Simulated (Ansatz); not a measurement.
A relaxed cell of TiAl$_{3}$ (Pm-3m (No. 221)), relaxed on a k-mesh at least as fine as the one used below. These are PBEsol (plane waves to 420 eV, PAW, scalar-relativistic; Ansatz, a program for electronic structure) values and carry that method's errors. Γ-centred k-mesh 8×8×4 on the run's cell (coarser than for final values), Fermi–Dirac smearing 0.05 eV.

```yaml
crystal:
  lattice:
    - [3.94857, 0.00000, 0.00000]
    - [0.00000, 3.94857, 0.00000]
    - [0.00000, 0.00000, 7.89714]
  atoms:
    - { symbol: Al, position: [0.50000, 0.50000, 0.00000] }
    - { symbol: Al, position: [0.50000, 0.50000, 0.50000] }
    - { symbol: Al, position: [0.00000, 0.50000, 0.25000] }
    - { symbol: Al, position: [0.00000, 0.50000, 0.75000] }
    - { symbol: Al, position: [0.50000, 0.00000, 0.25000] }
    - { symbol: Al, position: [0.50000, 0.00000, 0.75000] }
    - { symbol: Ti, position: [0.00000, 0.00000, 0.00000] }
    - { symbol: Ti, position: [0.00000, 0.00000, 0.50000] }
```

Every atom was then displaced, and the forces became (eV/Å):

```csv
atom,Fx,Fy,Fz
Al1,-1.17,0.11,0.13
Al2,-0.22,-0.01,-0.32
Al3,0.86,0.23,-0.50
Al4,0.59,-1.20,0.33
Al5,-0.58,-0.44,0.26
Al6,-0.24,1.76,1.78
Ti7,0.45,-0.93,-0.54
Ti8,0.31,0.47,-1.15
```

Question: Which atom was moved farthest relative to the others, and in which direction?

Answer: Al6, by (-0.02, -0.23, -0.20) Å (0.31 Å, mean shift removed); the next is Al1 with 0.17 Å. Its force makes an angle of 170° with its move.

All displacements (Å):

| atom | ux | uy | uz |
|---|---|---|---|
| Al1 | 0.193 | 0.109 | -0.031 |
| Al2 | 0.016 | -0.059 | 0.001 |
| Al3 | -0.052 | 0.051 | 0.093 |
| Al4 | -0.017 | 0.118 | -0.021 |
| Al5 | 0.085 | 0.116 | -0.045 |
| Al6 | 0.023 | -0.195 | -0.220 |
| Ti7 | 0.066 | 0.197 | 0.029 |
| Ti8 | 0.000 | -0.035 | 0.059 |

Question: Estimate the energy cost of the displacement in the harmonic approximation and compare with the calculation.

Answer: For a harmonic well ΔE = −½ Σ F·u = 0.782 eV a cell, or 98 meV/atom. The calculated energy relative to the undisplaced cell is +0.10 eV/atom, so the harmonic estimate holds well.

No spin polarisation in the result.

The run that gave the undisplaced cell could not lose the symmetry of its start; a randomly shaken copy of 8 atoms returns to this structure.

The first start was generated by placing the elements on the sites of a structure type. Materials Project lists a structure of TiAl3 in the same space group, Pm-3m (No. 221); the sites were not compared with it, nor with measured phases. Known forms of TiAl3 include space group No. 139.
